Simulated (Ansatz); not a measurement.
MgTe:
```
MgTe
1.0
    4.60877     0.00000     0.00000
   -2.30439     3.99132     0.00000
    0.00000     0.00000     7.49918
Mg Te
2 2
Direct
  0.66667   0.33333   0.00084
  0.33333   0.66667   0.50084
  0.66667   0.33333   0.62436
  0.33333   0.66667   0.12436
```

Relaxed with PBE. Special points in fractions of this cell's reciprocal vectors: Γ (0.000, 0.000, 0.000); M (0.500, 0.000, 0.000); K (0.333, 0.333, 0.000); A (0.000, 0.000, 0.500); L (0.500, 0.000, 0.500); H (0.333, 0.333, 0.500).

Question: List the band energies nearest the valence-band maximum at these points for DFT-PBE in the program Ansatz with PAW potentials.

Answer: In eV from the valence-band maximum; about four levels below and three above (degenerate sets whole), none deeper than 8.9 eV; points with the same levels are listed once.

| k | below | above |
|---|---|---|
| Γ | -0.47 -0.47 -0.01 -0.01 0.00 | 2.37 2.94 5.27 5.27 |
| M | -1.89 -1.18 -0.95 -0.43 | 3.18 3.84 4.26 |
| K | -2.26 -1.35 -1.35 -1.31 | 3.59 5.58 5.58 |
| A | -0.25 -0.25 -0.25 -0.25 | 3.39 3.39 5.53 5.53 5.53 5.53 |
| L | -0.86 -0.86 -0.85 -0.85 | 3.22 3.22 4.27 4.27 |
| H | -1.85 -1.85 -0.60 -0.60 | 3.87 3.87 5.15 5.15 |

Space group P6_3mc (wurtzite). The PBE relaxation kept the symmetry of its start; of distortions, only those at the zone centre were tested. Scalar-relativistic: spin–orbit coupling is off unless named, which matters more the heavier the elements.

Potentials: the later of the program's two PAW sets.
